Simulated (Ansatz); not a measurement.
The geometry is COD entry 1523972, unchecked; take it as a test cell. The listed cell was then made from it by scaling, straining or moving an atom.

ScCu: DFT, LDA, all-electron PAW with datasets made for the crystal, scalar-relativistic (Ansatz 0.2.0). What sets it apart from a plain run of this crystal: volume scaled by 0.98.

Command: `ansatz run input.yaml --threads 1 --pin off --max-ram 3072MiB --backend cpu --events-out ev --progress --plain --runs-dir out` The run took 7 s on 1 thread of Intel(R) Xeon(R) Platinum 8488C (Sapphire Rapids), on a shared host, peak memory 0.5 GiB.

```yaml
crystal:
  lattice:
    - [3.2341469926, 0.0, 0.0]
    - [0.0, 3.2341469926, 0.0]
    - [0.0, 0.0, 3.2341469926]
  atoms:
    - { symbol: Sc, position: [0.5, 0.5, 0.5] }
    - { symbol: Cu, position: [0.0, 0.0, 0.0] }
kpoints:
  mp_grid: { grid: [11, 11, 11] }
scf:
  occupations: { method: fermi_dirac, width: 0.05 }
hamiltonian:
  xc: lda
  pseudopotentials: { kind: all_electron, datasets: crystal }
output:
  forces: true
  stress: true
  eigenvalues: true
  efg: { contact_densities: true }
```

Output (standing set-up lines are left out):

```
Crystal: 2 atoms, lattice volume = 33.828 Å³
Space group: Pm-3m (ITA 221), of the structure as read, at distance tolerance 3.2e-5 Å
iter 1 solved again at ethr=8.64e-2 eV; its pass at ethr=1.00e-1 eV (dr2=1.90e1 eV) is discarded
SCF iter   1: F=—  HF=-65716.912172 eV  |F-HF|=—  |Δ(HF+E_count)|=         —  Δρ=2.27e-1  dr2=1.94e1  ethr=8.64e-2  ⟨swp⟩=2.0  Hψ=4931  notcnv=0
preconditioner: auto → none  [metal: Δε(μ)=0.037 eV  Ē_g=12.917 eV  σ=0.050 eV  W_gap=0.18  n_scr=6 (ndim 8)  ℏωp=28.6 eV  f_vac=0.000  D(μ)=1.75/eV (n_scr^D=18)  sad-step TF]
SCF iter   2: F=—  HF=-65723.041884 eV  |F-HF|=—  |Δ(HF+E_count)|=    6.13e0  Δρ=1.45e-1  dr2=9.13e0  ethr=8.64e-2  ⟨swp⟩=3.0  Hψ=2327  notcnv=0
SCF iter   3: F=—  HF=-65715.330122 eV  |F-HF|=—  |Δ(HF+E_count)|=    7.71e0  Δρ=6.55e-2  dr2=2.27e0  ethr=4.15e-2  ⟨swp⟩=3.0  Hψ=2182  notcnv=0
SCF iter   4: F=—  HF=-65714.428523 eV  |F-HF|=—  |Δ(HF+E_count)|=   9.02e-1  Δρ=4.05e-2  dr2=6.71e-1  ethr=1.03e-2  ⟨swp⟩=4.0  Hψ=2707  notcnv=0
iter 5 solved again at ethr=2.15e-4 eV; its pass at ethr=3.05e-3 eV (dr2=4.73e-2 eV) is discarded
SCF iter   5: F=—  HF=-65714.305391 eV  |F-HF|=—  |Δ(HF+E_count)|=   1.23e-1  Δρ=1.06e-2  dr2=4.45e-2  ethr=2.15e-4  ⟨swp⟩=2.5  Hψ=4196  notcnv=0  defer=1
SCF iter   6: F=—  HF=-65714.298671 eV  |F-HF|=—  |Δ(HF+E_count)|=   6.72e-3  Δρ=3.32e-3  dr2=3.59e-3  ethr=2.02e-4  ⟨swp⟩=3.0  Hψ=2149  notcnv=0
SCF iter   7: F=—  HF=-65714.301608 eV  |F-HF|=—  |Δ(HF+E_count)|=   2.94e-3  Δρ=1.73e-3  dr2=1.25e-3  ethr=1.63e-5  ⟨swp⟩=3.0  Hψ=1728  notcnv=0
SCF iter   8: F=—  HF=-65714.301550 eV  |F-HF|=—  |Δ(HF+E_count)|=   5.81e-5  Δρ=8.87e-4  dr2=3.51e-4  ethr=5.69e-6  ⟨swp⟩=2.1  Hψ=2044  notcnv=0
SCF iter   9: F=—  HF=-65714.301538 eV  |F-HF|=—  |Δ(HF+E_count)|=   1.22e-5  Δρ=5.06e-4  dr2=1.13e-4  ethr=1.59e-6  ⟨swp⟩=2.7  Hψ=1643  notcnv=0
SCF iter  10: F=—  HF=-65714.301522 eV  |F-HF|=—  |Δ(HF+E_count)|=   1.57e-5  Δρ=2.17e-4  dr2=2.09e-5  ethr=5.14e-7  ⟨swp⟩=2.0  Hψ=1604  notcnv=0
SCF iter  11: F=—  HF=-65714.301519 eV  |F-HF|=—  |Δ(HF+E_count)|=   2.92e-6  Δρ=4.29e-5  dr2=8.84e-7  ethr=9.52e-8  ⟨swp⟩=3.0  Hψ=1719  notcnv=0
SCF iter  12: F=-65714.301519 eV  HF=-65714.301519 eV  |F-HF|=1.18e-8  |Δ(HF+E_count)|=   6.68e-8  Δρ=5.16e-6  dr2=6.93e-9  ethr=4.02e-9  ⟨swp⟩=3.2  Hψ=1937  notcnv=0
SCF 1 converged in 12 iterations: F = -65714.301523 eV  dr2 = 6.93e-9
  Residual-converged pass: ⟨swp⟩=4.0  Hψ=2518  notcnv=0  max |occ|·‖R‖ = 5.2e-6 eV (tolerance 5.3e-6 eV)  dr2=6.06e-9  dr2_onsite=1.41e-8  max |Δocc| = 2.7e-9
  greatest PAW one-centre occupation: 0.998 electrons in one spin orbital (limit 2), on the Sc atom at site 0 (counted from 0), in its partial waves of l = 0
SCF converged after 12 iterations
Free energy (F): -65714.301523 eV
Harris-Foulkes:  -65714.301523 eV  (|F-HF|=1.18e-8)
Internal energy: -65714.287107 eV  (E = F + TS)
E sigma→0 (E₀):  -65714.294315 eV
Entropy (-TS):   -0.014416 eV (-7.208 meV/atom)
Past the cutoff: the bands carry plane waves up to 1.75 times it, of which those up to 1.5 times it add -0.000831 eV an atom, each by itself; the spheres take 0.000315 eV an atom off the energy for waves past 1.75 times it
By the cutoff:   a pressure is off by up to 0.008 GPa (1.2 times the spheres' own share and the shells' term, over an atom's volume, and 0.004 GPa: a bound that held against runs at twice the plane waves)
Past the cutoffs: a stress includes 0.0022 GPa for waves and charges beyond them, in addition to the slope of what the spheres take
In the spheres:  the bands' charges fall short by 7.6e-7 e at most (sound up to 1e-3), those of shells solved beside the bands by 5.9e-9 e (sound up to 5e-4)
Fermi energy:    12.769609 eV
--- Per-component energies (eV) ---
  The terms above E_closure are by the made datasets' own strengths, without shells solved beside the bands.
--- Forces (eV/Å), atoms counted from 1 ---
  atom   1  Sc     0.00000000     0.00000000    -0.00000000
  atom   2  Cu    -0.00000000     0.00000000     0.00000000
  max |Σ_I F_I| component: 9.45e-30 eV/Å
--- Stress (GPa, compression-positive) ---
       -6.027685       0.000000       0.000000
        0.000000      -6.027685       0.000000
        0.000000       0.000000      -6.027685
  P = ⅓ Tr σ = -6.0277 GPa (-60.277 kbar)
  It holds what live shells' own plane waves past their cutoff add
--- PAW observables at the nuclei: V_zz in 10²¹ V/m², potentials from the cell's mean, atoms counted from 1 ---
  atom   1  Sc V_zz =    +0.000000   η = 0.0000   by run symmetry: forbidden
            electrostatic potential = -2368.489066 V   contact ρ = 48282.663534 e/Å³
  atom   2  Cu V_zz =    -0.000000   η = 0.0000   by run symmetry: forbidden
            electrostatic potential = -3754.374444 V   contact ρ = 146865.496180 e/Å³
--- Band table (eV; the first three rows and the last of 56) ---
  k-point 0: bands = ["-36.3681", "-15.1518", "-15.1518", "-15.1518", "5.6199", "8.8505", "8.8505", "9.7220", "9.7220", "9.7220", "13.2730", "13.2730", "15.9771", "15.9771", "15.9771"]
  k-point 1: bands = ["-36.3662", "-15.1727", "-15.1501", "-15.1501", "5.7571", "8.8811", "8.8892", "9.7128", "9.7128", "9.7301", "13.2557", "13.2678", "15.7463", "15.7463", "15.9693"]
  k-point 2: bands = ["-36.3609", "-15.2284", "-15.1456", "-15.1456", "6.1583", "8.9656", "8.9926", "9.6883", "9.6883", "9.7520", "13.1582", "13.2073", "15.2530", "15.2530", "15.9482"]
  k-point 55: bands = ["-36.2981", "-15.3377", "-15.3373", "-15.3373", "9.2355", "9.2604", "9.2604", "10.0342", "10.0342", "11.1168", "11.3952", "11.3952", "16.1084", "16.5099", "16.5099"]
```
